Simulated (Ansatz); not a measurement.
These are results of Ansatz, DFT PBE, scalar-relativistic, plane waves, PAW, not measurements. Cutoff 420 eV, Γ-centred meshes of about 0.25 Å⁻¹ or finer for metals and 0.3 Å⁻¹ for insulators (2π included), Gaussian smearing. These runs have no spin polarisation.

All energies are static (0 K, no zero-point motion).

Compare these two cells of Al4VN2, each relaxed at this level.

A.

```
Al V N
1.0
     2.87499    0.00000    0.00000
    -1.43749    2.48981    0.00000
     0.00000    0.00000   11.80464
Al V N
4 1 2
Direct
  0.66667 0.33333 0.20452
  0.33333 0.66667 0.79548
  0.33333 0.66667 0.40326
  0.66667 0.33333 0.59674
  0.00000 0.00000 0.00000
  0.66667 0.33333 0.88671
  0.33333 0.66667 0.11329
```

B.

```
Al V N
1.0
    -1.39818    1.39818   10.59034
     1.39818   -1.39818   10.59034
     1.39818    1.39818  -10.59034
Al V N
4 1 2
Direct
  0.40850 0.40850 0.00000
  0.79728 0.79728 0.00000
  0.59150 0.59150 0.00000
  0.20272 0.20272 0.00000
  0.00000 0.00000 0.00000
  0.89453 0.89453 0.00000
  0.10547 0.10547 0.00000
```

Question: Which would you expect to be lower, and how large is the difference?

Answer: A is lower, by 97 meV/atom. A has space group P-3m1 (No. 164), 12.1 Å³/atom and no gap on its mesh; B has space group I4/mmm (No. 139), 11.8 Å³/atom and no gap. In A, around Al on its first site lie 3 N at 1.98 Å, 9 Al at 2.87 Å and 3 V at 2.93 Å; V is surrounded by 6 N at 2.13 Å, 6 V at 2.87 Å and 6 Al at 2.93 Å; around N lie 3 Al at 1.98 Å and 3 V at 2.13 Å; 1 more site not described. In B, Al on its first site is surrounded by 4 N at 2.00 Å, 4 V at 2.77 Å, 4 Al at 2.80 Å and 4 Al at 3.08 Å; around V lie 2 N at 2.23 Å, 8 Al at 2.77 Å and 4 V at 2.80 Å; N has 5 Al at 2.00–2.06 Å and 1 V at 2.23 Å; 1 more site not described. Both come from trial cells of a structure search, whose lowest cell (R-3m, 13.3 Å³/atom) lies 121 meV/atom below the lower of the two.

Trial moments fell under 0.15 μB along the way in P-3m1 and I4/mmm; another start might hold them. With atoms moved at random, A (by 56 meV/atom) fell into a lower structure. B had no clear such test and can be a saddle point. Some candidate types were left out of the draw beforehand, so a known form may be missing.
